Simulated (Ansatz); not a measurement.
# AlOs (Pm-3m): lattice vibrations

```xyz
2
Lattice="2.9934 0.0000 0.0000 0.0000 2.9934 0.0000 0.0000 0.0000 2.9934" Properties=species:S:1:pos:R:3 pbc="T T T"
Al    0.0000    0.0000    0.0000
Os    1.4967    1.4967    1.4967
```

Computed, not measured; unless marked otherwise by PBEsol, all-electron LAPW in Ansatz 0.2.0, scalar-relativistic. k mesh 14×14×14, Fermi-Dirac smearing of 0.100 eV, basis error target 1 meV/atom. The cell was relaxed by PAW under this functional. The structure is one entry of a database and needn't be the stable phase.

Atoms are displaced by 0.01 Å in the smallest supercells that hold the wave vectors of a 2×2×2 mesh. Negative values stand for unstable modes.

Q: What are the phonon energies at the solved wave vectors, in cm⁻¹?

A: 

```
                q  point                          modes (cm⁻¹)
0.000 0.000 0.000  Gamma                            326.2 (×3)
0.500 0.000 0.000      X  135.2 (×2), 162.2, 313.2 (×2), 367.4
0.500 0.500 0.000      M   66.8 (×2), 167.9, 300.1, 361.2 (×2)
0.500 0.500 0.500      R                144.4 (×3), 362.1 (×3)
```

Q: Is the structure dynamically stable at these wave vectors?

A: Yes, no mode is unstable there; wave vectors off this mesh aren't tested.

Q: How do the optical zone-centre modes decompose, and which are active?

A: Point group m-3m: Γ_opt = T1u.

```json
{"label": "T1u", "cm⁻¹": "326.2", "activity": "IR", "mostly": "Al (88 %)"}
```

In a metal the activity is that of symmetry alone; free carriers screen the infrared modes.

Q: How well do frozen-core PAW files reproduce these all-electron values?

A: With a cutoff of 420 eV and displacements of 0.0025 Å, the r.m.s. difference over the modes is 0.3 cm⁻¹; the largest difference is 300.6 (PAW) against 300.1 cm⁻¹ (LAPW).

Caveats: responses of metals move with mesh and smearing; no spin-orbit coupling on heavy atoms; the frozen-core PAW files of the compared runs were fitted under PBE, their cores solved anew for this functional.
